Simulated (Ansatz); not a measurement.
# Property card for SiB6

SiB$_{6}$:
```cif
data_B36Si6
_chemical_formula_sum 'B36 Si6'
_space_group_name_H-M_alt 'R-3m :H'
_space_group_IT_number 166
_space_group_name_Hall '-R 3 2"'
_cell_length_a 6.09402
_cell_length_b 6.09402
_cell_length_c 12.14168
_cell_angle_alpha 90.000
_cell_angle_beta 90.000
_cell_angle_gamma 120.000
loop_
_atom_site_label
_atom_site_type_symbol
_atom_site_symmetry_multiplicity
_atom_site_Wyckoff_symbol
_atom_site_fract_x
_atom_site_fract_y
_atom_site_fract_z
_atom_site_occupancy
B1 B 18 h 0.20915 0.10457 0.11840 1
B2 B 18 h 0.15046 0.30091 0.02650 1
Si1 Si 6 c 0.00000 0.00000 0.40429 1
```
(The calculation used a cell of 14 atoms; values per cell refer to that cell.)

Space group R-3m (No. 166); conventional cell a = b = 6.0940 Å, c = 12.1417 Å, α = β = 90.00°, γ = 120.00°.

Method: the program Ansatz at the PBE level (PAW). The cell and atoms are relaxed at this level. Other levels are named where they apply.

### Cell and energy

```yaml
volume_per_atom: 9.30 Å³
density: 2.37 g/cm³
Formation energy from the elements (no fitted shifts): 0.055 eV/atom
```

### Electronic structure

```yaml
electronic_character: metallic (no gap)
Density of states at the Fermi level: 0.50 states/eV per atom (mean over ±0.08 eV)
```

### Mechanics

```yaml
Bulk modulus (Birch–Murnaghan fit): 176 GPa
Pressure derivative B′: 3.7
```

The start of the workflow was typed in or built on a structure type; neither database checked (COD, Materials Project) lists it. COD files the formula under space group No. 221. Whether it is the stable phase at ambient conditions was not checked. The cell was relaxed with PBE under the symmetry of its start; its stability against distortions is not shown here. The volume moved by 19 % from the start of the relaxation. The references are the lowest solids computed at this level, not always the standard phases.

Potentials: the earlier of the program's two PAW sets.
